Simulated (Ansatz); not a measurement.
A relaxed cell of Pd (Fm-3m (No. 225)), relaxed on a k-mesh at least as fine as the one used below. These are r2SCAN (plane waves to 500 eV, PAW, scalar-relativistic; Ansatz, a first-principles code) values and carry that method's errors. Γ-centred k-mesh 14×14×7 on the run's cell (coarser than for final values), Fermi–Dirac smearing 0.05 eV.

```yaml
crystal:
  lattice:
    - [0.00000, 1.95418, 1.95418]
    - [1.95418, 0.00000, 1.95418]
    - [3.90836, 3.90836, 0.00000]
  atoms:
    - { symbol: Pd, position: [0.00000, 0.00000, 0.00000] }
    - { symbol: Pd, position: [0.00000, 0.00000, 0.50000] }
```

The atoms are displaced by (Å):

| atom | ux | uy | uz |
|---|---|---|---|
| Pd1 | -0.118 | 0.057 | 0.117 |
| Pd2 | 0.055 | 0.048 | -0.089 |

What forces (eV/Å) and pressure result?


| atom | Fx | Fy | Fz |
|---|---|---|---|
| Pd1 | 1.48 | 0.93 | -1.54 |
| Pd2 | -1.48 | -0.93 | 1.54 |

Pressure +6.3 GPa.

Estimate the energy cost of the displacement in the harmonic approximation and compare with the calculation.

For a harmonic well ΔE = −½ Σ F·u = 0.282 eV a cell, or 141 meV/atom. The calculated energy relative to the undisplaced cell is +0.13 eV/atom, so the harmonic estimate holds well.

No spin polarisation in the result.

The run that gave the undisplaced cell could not lose the symmetry of its start; a randomly shaken copy of 2 atoms returns to this structure.
